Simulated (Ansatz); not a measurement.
## Surface calculation: diamond Sn (100), 6 layers

The slab is cut from the diamond crystal, which needn't be the stable phase, as relaxed on PAW files (36.86 Å³/atom), with 16 Å of vacuum and a dipole correction:

```yaml
crystal:
  lattice:
    - [4.70646, 0.00000, 0.00000]
    - [0.00000, 4.70646, 0.00000]
    - [0.00000, 0.00000, 24.31990]
  atoms:
    - { symbol: Sn, position: [0.75000, 0.00000, 0.32895] }
    - { symbol: Sn, position: [0.25000, 0.00000, 0.39737] }
    - { symbol: Sn, position: [0.25000, 0.50000, 0.46579] }
    - { symbol: Sn, position: [0.75000, 0.50000, 0.53421] }
    - { symbol: Sn, position: [0.75000, 0.00000, 0.60263] }
    - { symbol: Sn, position: [0.25000, 0.00000, 0.67105] }
```

All numbers are PBE results (scalar-relativistic) from Ansatz 0.2.0, with a Γ-centred 7×7×1 k mesh, Fermi–Dirac smearing of 0.02 eV, no spin polarisation. Methods: LAPW: all electrons, basis error target 1 meV/atom; PAW: frozen-core files, cutoff 420 eV.

The bulk energy comes from a cell in the slab's orientation on a 7×7×5 mesh. The surface energy is (E(slab) − N·E(bulk))/2A at zero smearing, the mean of both faces; thin slabs carry quantum-size effects.

Spin–orbit coupling is left out, which matters for the heavy atoms. Real surfaces of this kind reconstruct, which a 1×1 cell forbids.

As cut, the LAPW slab lies 2.387 eV above 6 atoms of bulk. What surface energy is that?

Over two faces of 22.15 Å² it is 53.9 meV/Å², and times 16.02 J/m² per eV/Å² that gives γ = 0.863 J/m².

```csv
method,γ as cut (J/m²),γ relaxed (J/m²),Φ as cut (eV),Φ relaxed (eV)
LAPW,0.863,0.863,4.46,4.46
PAW,0.864,0.863,4.46,4.46
```

How do the spacings between the planes relax?

From the bottom face up: d12 0.0 % of 1.664 Å, d23 +1.3 % of 1.664 Å, d34 -1.4 % of 1.664 Å, d45 +1.3 % of 1.664 Å, d56 0.0 % of 1.664 Å.

What changes if the vacuum is set to 7 Å?

LAPW then gives: no gap, work function 4.35 eV; PAW: no gap, work function 4.22 (top) and 4.29 (bottom) eV. The program warns that the vacuum is too thin.

A 3d core hole is made on one atom of each kind in every 1×1 cell (PAW hole dataset, neutral cell, valence without spin). What does it cost by layer?

layer 1 484.00 eV, layer 2 484.04 eV, layer 3 484.19 eV. Shifts between layers mean more than the absolute values, and a whole layer of holes screens otherwise than one hole.
